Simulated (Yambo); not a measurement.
G0W0@LDA for LiNbF6 (space group R-3, No. 148) in Yambo. Reference settings: 2×2×2 Γ-centred k mesh, bands 2 to 159 and a 7 Ry block in the screening, 159 bands in G with the Bruneval-Gonze terminator, plasmon pole fitted at 27.2 eV. The LDA gap Γ → L on this mesh is 5.29 eV; G0W0 gaps are taken between the same points.

The settings were changed. The gap went from 9.51 eV to 9.57 eV, and the shift of the valence edge from -1.92 eV to -1.73 eV.

Problem. What was changed between the two runs?
(A) 68 bands in G, no terminator
(B) wavefunctions cut at 25 Ry
(C) no terminator
(D) 68 bands in G

Solution. C, no terminator. The others gave (gap, valence shift): 68 bands in G: 9.57, -1.91 eV; 68 bands in G, no terminator: 9.83, -1.44 eV; wavefunctions cut at 25 Ry: 9.47, -1.83 eV.

Spin-orbit coupling is not included.

Geometry of the Materials Project entry, not relaxed at this level; primitive cell a = b = c = 5.430 Å, α = β = γ = 56.19°.

The structure is a Materials Project entry; no match was found in the copy of COD used, and its stability was not checked.

A shift is the quasiparticle energy of the state minus its LDA energy.
